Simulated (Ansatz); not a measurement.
The relaxed structure here is a generated cell of P: the first start was made by placing the elements on the sites of a structure type, and the end was not matched to a known phase here, so it may be hypothetical. Known forms of P include space group No. 64.

A structure of P relaxed with PBEsol (plane waves to 420 eV, PAW, scalar-relativistic; Ansatz, a quantum-chemistry and plane-wave program); single points at other levels follow on the same geometry (Ansatz, PAW; HSE06 at 420 eV on a 6×4×4 k-mesh; no spin-orbit coupling). Space group P1 (No. 1).

P is modelled in the triclinic space group P1 (No. 1), Pearson symbol aP8. Conventional cell: a = 5.3397 Å, b = 5.5901 Å, c = 5.8754 Å, α = 99.47°, β = 110.25°, γ = 107.87°. P1 on 1a has 3 P at 2.215–2.246 Å (trigonal pyramidal). P2 on 1a is surrounded by 3 P at 2.224–2.249 Å (trigonal pyramidal). P3 on 1a has 3 P at 2.224–2.282 Å (trigonal pyramidal). P4 on 1a is coordinated by 3 P at 2.215–2.302 Å (trigonal pyramidal). P5 on 1a sees 3 P at 2.246–2.254 Å (trigonal pyramidal). P6 on 1a sees 3 P at 2.200–2.251 Å (trigonal pyramidal). P7 on 1a is coordinated by 3 P at 2.252–2.282 Å (trigonal pyramidal). P8 on 1a is coordinated by 3 P at 2.200–2.302 Å (trigonal pyramidal). (Neighbours: up to the widest gap in distance over summed covalent radii, below 1.35, at either atom.)

| level | gap (eV) | kind | conduction minimum |
|---|---|---|---|
| PBEsol | 0.31 | indirect | X |
| HSE06 | 0.90 | – | X |

HSE06 gaps come from a coarse mesh plus a few chosen points, so they may be too large. No spin polarisation in the result.

It was reached from a disturbed copy of a Ia-3 (No. 206) cell (AFLOW prototype A_cI16_206_c (as in Si)), against which it lies -0.26 eV/atom.
